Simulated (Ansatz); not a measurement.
## Relaxing a structure of Al

The start is a generated cell, Al placed in the lonsdaleite structure type. A full variable-cell relaxation at zero pressure is run with r2SCAN (plane waves to 500 eV, PAW, scalar-relativistic; Ansatz, a quantum-chemistry and plane-wave program). The first steps use a coarse 10×10×5 k-mesh.

Initial structure:
```yaml
crystal:
  lattice:
    - [3.89645, 0.00000, 0.00000]
    - [-1.94822, 3.37442, 0.00000]
    - [0.00000, 0.00000, 6.49874]
  atoms:
    - { symbol: Al, position: [0.33333, 0.66667, 0.05995] }
    - { symbol: Al, position: [0.66667, 0.33333, 0.55995] }
    - { symbol: Al, position: [0.66667, 0.33333, 0.94005] }
    - { symbol: Al, position: [0.33333, 0.66667, 0.44005] }
```

Question: What is the largest force in the starting geometry, and on which atom (counted from 1)?

Answer: 0.55 eV/Å, on Al1, Al2, Al3, Al4 (atoms numbered as listed).

Question: Does the structure survive the relaxation? Give the final space group.

Answer: The space group goes from P6₃/mmc (No. 194) to P6/mmm (No. 191), with 2 atoms in the primitive cell.

Question: By how much does the energy per atom fall from start to end?

Answer: 0.54 eV/atom.

Question: How do the shortest distances between atoms change?

Answer: The closest pairs of elements (up to four, under 3.6 Å), start → end: Al–Al 2.38 → 2.61 Å.

Question: What band gap does the relaxed structure have at this level?

Answer: No gap (metallic).

Question: Write out the relaxed structure.

Answer: 
Space group P6/mmm (No. 191); a = b = 4.521 Å, c = 2.734 Å, α = β = 90.00°, γ = 120.00°

```json
[
 {"atom": "Al", "site": "2c", "symmetry": "-6m2", "x": "0.3333", "y": "0.6667", "z": "0.0000"}
]
```

Final values are on a 12×12×17 k-mesh of the relaxed cell. No spin polarisation in the result.

The run could not lose the symmetry of its start: the end is stationary, and may be a saddle point rather than a minimum.

The relaxed structure here is a generated cell of Al: the first start was made by placing the elements on the sites of a structure type, and the end was not matched to a known phase here, so it may be hypothetical. Known forms of Al include space group No. 225.
